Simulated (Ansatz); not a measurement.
Cs2Cl: from a guess to a relaxed structure

Computed with DFT PBE, scalar-relativistic, plane waves, PAW (Ansatz). Cutoff 420 eV, Gaussian smearing, Γ-centred meshes. Cell and atoms relax on a converged mesh. In metals the finer mesh still leaves noise of several meV/atom or more. The steps can't lower the symmetry of their start. No spin polarisation.

The guess for Cs2Cl was made by a generator: close-packed anion layers stacked A, repeated with a shift to B, with sites between them filled layer by layer (R-3m, No. 166) (elements of the layers in order: Cl). Its size is a rough estimate.

```xyz
3
Lattice="2.8835 1.6648 4.7443 -2.8835 1.6648 4.7443 0.0000 -3.3296 4.7443" Properties=species:S:1:pos:R:3 pbc="T T T"
Cs    0.0000    0.0000    3.5405
Cs    0.0000    0.0000   10.6923
Cl    0.0000    0.0000    0.0000
```

The zero of energy is the elements' standard structures at the same level (Cl₂ as a molecule); no fitted shifts are applied.

Problem. Where does the relaxation end?

Solution. The symmetry goes from R-3m (No. 166) to Fm-3m (No. 225). The end has the anti-fluorite type. The volume per atom grows by 24.4 %, from 45.5 to 56.6 Å³. The shortest distance goes from 3.54 Å (Cs–Cl) to 3.81 Å (Cs–Cl). Conventional cell: a = 8.793 Å. Cs is surrounded by 4 Cl at 3.81 Å and 6 Cs at 4.40 Å; Cl has 8 Cs at 3.81 Å.

Space group Fm-3m (No. 225). a = 8.793 Å, b = 8.793 Å, c = 8.793 Å, α = 90.00°, β = 90.00°, γ = 90.00°
```json
{"atom": "Cs", "site": "8c", "symmetry": "-43m", "x": "0.2500", "y": "0.7500", "z": "0.7500"}
{"atom": "Cl", "site": "4a", "symmetry": "m-3m", "x": "0.0000", "y": "0.0000", "z": "0.0000"}
```

Problem. Give its energy and gap.

Solution.

| Item | Value |
| --- | --- |
| Formation energy | −1.12 eV/atom |
| Gap on the 9×9×9 mesh of the 3-atom cell | 0 eV (a metal) |

A negative formation energy is needed for stability but isn't enough: competing phases decide.

The last run used Gaussian smearing of 0.10 eV. The end has R-3m (No. 166) at a tolerance of 0.01 Å; the cell shown is made exact in the group found at 0.05 Å. An odd number of electrons in the primitive cell allows no gap without spin; a larger cell or a magnetic state could open one. The cell is a metal run without spin; a magnetic state may lie lower. Symmetry constrained the relaxation, so the result can be a saddle point.
